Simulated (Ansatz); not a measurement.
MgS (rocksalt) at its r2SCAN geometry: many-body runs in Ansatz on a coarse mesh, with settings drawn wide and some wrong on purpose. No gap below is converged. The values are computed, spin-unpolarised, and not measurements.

The first input:
```yaml
crystal:
  lattice:
    - [0.0, 2.6015179373, 2.6015179373]
    - [2.6015179373, 0.0, 2.6015179373]
    - [2.6015179373, 2.6015179373, 0.0]
  atoms:
    - { symbol: Mg, position: [0.0, 0.0, 0.0] }
    - { symbol: S, position: [0.5, 0.5, 0.5] }
kpoints:
  mp_grid: { grid: [4, 4, 4] }
hamiltonian:
  xc: lda
scf:
  occupations: { method: fixed }
gw:
  n_empty_bands: 2
  ecut_chi: 80
  qp_bands: [v1, c1]
  qp_kpoints: band_edges
  screening: { model: contour_deformation }
```

Q: How does it end?

A: It runs. The LDA gap over the mesh, 2.53 eV, becomes 4.65 eV, with 10 bands summed and 59 plane waves in the screening.
```
--- G₀W₀: contour deformation, 6 samples at zero and on the imaginary axis and 1 off it, 64 q-points, 2 empty bands' worth ---
    ik  band        ε_KS         Σx   Σc(E_QP)       V_xc       Z   E_QP_lin       E_QP  E_QP is
     0     8      6.2196   -18.4845     3.0871   -15.6583  0.8035     6.4794     6.4804  root
     0     9      9.6849    -8.5234    -2.3540   -13.5650  0.8444    12.4750    12.3725  root ?
     1     8      5.8946   -18.1976     3.1060   -15.2778  0.7993     6.0802     6.0807  root
     1     9     10.9669    -6.9048    -2.2891   -11.9395  0.8498    13.8303    13.7125  root ?
     2     8      5.6246   -18.0487     3.1510   -15.0199  0.7955     5.7466     5.7468  root
     2     9     10.5662    -6.1627    -2.2198   -10.9808  0.8525    13.2577    13.1645  root
     4     8      4.9961   -17.7645     3.2232   -14.5483  0.7869     5.0031     5.0031  root
     4     9     10.4027    -6.2943    -2.3372   -11.2551  0.8443    13.1286    13.0264  root ?
     6     8      4.5098   -17.7026     3.3251   -14.2913  0.7791     4.4234     4.4236  root
     6     9      8.7506    -6.8823    -2.3229   -11.5810  0.8373    11.1951    11.1264  root
```
The points are ik 0 = (0, 0, 0) (Γ), ik 1 = (0, 0, 1/4), ik 2 = (0, 0, -1/2), ik 4 = (0, 1/4, -1/2), ik 6 = (0, -1/2, -1/2); band 8 is the last filled one.

Q: And with these blocks in place of the first input's?
```yaml
hamiltonian:
  xc: pbe
gw:
  n_empty_bands: 60
  ecut_chi: 80
  qp_bands: [v1, c1]
  qp_kpoints: band_edges
  screening: { model: contour_deformation }
```

A: It runs. The PBE gap over the mesh, 2.77 eV, becomes 3.99 eV, with 68 bands summed and 59 plane waves in the screening.
```
--- G₀W₀: contour deformation, 6 samples at zero and on the imaginary axis and 1 off it, 64 q-points, 60 empty bands' worth ---
    ik  band        ε_KS         Σx   Σc(E_QP)       V_xc       Z   E_QP_lin       E_QP  E_QP is
     0     8      6.4191   -18.5075     2.3262   -15.5068  0.7759     5.7398     5.7445  root
     0     9     10.1314    -8.3353    -4.0814   -13.0298  0.8038    10.7482    10.7446  root
     1     8      6.0967   -18.2299     2.3898   -15.1287  0.7745     5.3798     5.3852  root
     1     9     11.3687    -6.7611    -4.1408   -11.4550  0.8034    11.9250    11.9218  root
     2     8      5.8276   -18.0841     2.4691   -14.8710  0.7728     5.0773     5.0835  root
     2     9     10.9517    -6.0702    -4.0041   -10.5527  0.8079    11.4323    11.4301  root
     4     8      5.2140   -17.8080     2.6033   -14.3938  0.7695     4.3951     4.4031  root
     4     9     10.8094    -6.1831    -4.0353   -10.7863  0.8059    11.3805    11.3773  root
     6     8      4.7356   -17.7433     2.7514   -14.1289  0.7658     3.8628     3.8727  root
     6     9      9.1851    -6.7504    -3.7803   -11.0826  0.8096     9.7396     9.7369  root
```
The points are ik 0 = (0, 0, 0) (Γ), ik 1 = (0, 0, 1/4), ik 2 = (0, 0, -1/2), ik 4 = (0, 1/4, -1/2), ik 6 = (0, -1/2, -1/2); band 8 is the last filled one.

Q: And with these blocks in place of the first input's?
```yaml
hamiltonian:
  xc: pbe
gw:
  n_empty_bands: 100000
  ecut_chi: 80
  qp_bands: [v1, c1]
  qp_kpoints: band_edges
  screening: { model: contour_deformation }
```

A: The program doesn't start.
```
Error: inconsistent input (gw.n_empty_bands, basis.ecutwfc): the count of 100008 bands up to the last of gw.n_empty_bands exceeds the smallest per-k basis n_pw = 679 of the GW NSCF pass (the SCF k-mesh) (at k = [0.000000, 0.000000, 0.250000] in reciprocal lattice vectors) — raise basis.ecutwfc, or ask for fewer bands where the run can do with them
```

Q: And with these blocks in place of the first input's?
```yaml
gw:
  n_empty_bands: 60
  ecut_chi: 80
  qp_bands: [v1, c1]
  qp_kpoints: band_edges
  screening: { model: contour_deformation }
  static_remainder: true
```

A: The program doesn't start.
```
Error: gw.static_remainder: true with hamiltonian.pseudopotentials.kind: paw|paw_fr|all_electron — the remainder's closure is formed of plane waves alone, without the terms of the atoms; leave out gw.static_remainder, or use kind: nc
```
